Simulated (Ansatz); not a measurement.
AlPd in space group Cmcm (No. 63; Al on 4c, Pd on 4c) under volume change, plane-wave PAW r²SCAN (Ansatz code), shape and atoms relaxed at each volume.

| V (Å³/atom) | E − E(relaxed) (meV/atom) | P (GPa) |
|---|---|---|
| 13.444 | 68.9 | 18.20 |
| 13.888 | 28.8 | 11.04 |
| 14.331 | 6.8 | 5.04 |
| 14.774 | 0.0 | 0.00 |
| 15.217 | 6.0 | -4.21 |
| 15.660 | 22.7 | -7.73 |
| 16.104 | 48.2 | -10.64 |

What does a third-order Birch–Murnaghan fit give for V₀, B₀ and B′?

V₀ = 14.77 Å³/atom, B₀ = 153 GPa, B′ = 4.9.

The start of the workflow was typed in or built on a structure type; neither database checked (COD, Materials Project) lists it. Whether it is the stable phase at ambient conditions was not checked. The r²SCAN relaxation kept the symmetry of its start; its stability against distortions is not shown here. No spin polarisation was allowed.

Potentials: the later of the program's two PAW sets.
